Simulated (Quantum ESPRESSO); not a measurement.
```xyz
2
Lattice="0.0000 3.2446 3.2446 3.2446 0.0000 3.2446 3.2446 3.2446 0.0000" Properties=species:S:1:pos:R:3 pbc="T T T"
Cd     0.0000     0.0000     0.0000
Te     4.8669     4.8669     4.8669
```

Cell and atoms were relaxed with PBEsol from Materials Project entry mp-406, within its symmetry.

Problem. What does norm-conserving PBE (Quantum ESPRESSO, 102 Ry, without SOC) give for the electronic structure near the Fermi level?

Solution. The PBE gap is direct, 0.76 eV at Γ. Spin-orbit coupling is left out, which matters for elements this heavy: edges can move by tenths of an eV.
